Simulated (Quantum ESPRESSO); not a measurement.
# Si3BC3N: a curve over one atom's position

A calculation, not a measurement. The program is pw.x of Quantum ESPRESSO 7.5 (plane-wave density functional theory). The cell is made up: 8 atoms on a wurtzite lattice, with randomly drawn elements, strain and displacements, not relaxed. PseudoDojo standard norm-conserving files (v0.5 for PBE, v0.4.1 for LDA and PBEsol) set the functional; there is no spin polarisation, spin-orbit coupling or dispersion term, and the masses in the input are unused placeholders.

Seven runs move atom 2 (Si, counted in the order of the input) along y and keep all else fixed.

Input of the run at -0.0190:

```
&control calculation='scf', pseudo_dir='./dojo.nc.sr.pbe.v0_5.standard.upf', outdir='./o', disk_io='low', tprnfor=.true., tstress=.true. /
&system ibrav=0, nat=8, ntyp=4, nbnd=22, ecutwfc=84.00895049, nosym=.true., tot_charge=0,
 occupations='smearing', smearing='fd', degauss=0.0018374661
/
&electrons conv_thr=7.350e-09, electron_maxstep=60, /
ATOMIC_SPECIES
B 1.0 B.upf
C 1.0 C.upf
N 1.0 N.upf
Si 1.0 Si.upf
CELL_PARAMETERS angstrom
3.065 0.0376 0.0383
0.0651 5.2417 -0.0245
0.0626 -0.0231 4.9265
ATOMIC_POSITIONS angstrom
Si 0.016 -0.0045 0.0355
Si 1.5937 2.6206 0.0337
Si 1.5239 0.9131 2.4648
B 0.091 3.4784 2.4736
C 0.0472 0.0558 1.8686
N 1.6121 2.6256 1.8566
C 1.5446 0.9011 4.3003
C 0.0642 3.4518 4.2928
K_POINTS automatic
6 4 4 1 1 1
```

| shift of atom 2 along y (Å) | free energy less that of the input shown (eV) | Fx on atom 2 (eV/Å) | Fy on atom 2 (eV/Å) | Fz on atom 2 (eV/Å) | pressure (GPa) | next band up at Gamma (eV) | iterations |
| --- | --- | --- | --- | --- | --- | --- | --- |
| -0.1257 | 0.2986 | -0.750 | 4.796 | -0.540 | -6.07 | 1.980 | 12 |
| -0.1043 | 0.2051 | -0.823 | 3.950 | -0.658 | -6.36 | 2.015 | 12 |
| -0.0190 | 0.0000 | -1.104 | 0.951 | -0.863 | -7.07 | 2.052 | 12 |
| +0.0499 | 0.0068 | -1.330 | -1.097 | -0.778 | -7.17 | 1.993 | 11 |
| +0.0670 | 0.0295 | -1.388 | -1.559 | -0.728 | -7.15 | 1.971 | 11 |
| +0.0888 | 0.0697 | -1.462 | -2.122 | -0.650 | -7.08 | 1.940 | 11 |
| +0.1094 | 0.1187 | -1.532 | -2.630 | -0.562 | -6.99 | 1.907 | 11 |

A cubic fit gives dFy/dy = -30.71 eV/Å² at zero shift. Across the table the free energy follows the integral of the force to within 0.1 meV. A rerun of one of the cells at 1437 eV and a 8 x 6 x 6 mesh moved values by no more than 0.003 eV in energy, 0.09 GPa in stress and 0.004 eV/Å in force. The band column is the level of band 17 at Gamma less that of band 16, whose number is half the electron count, rounded up; it comes from a band step after each run.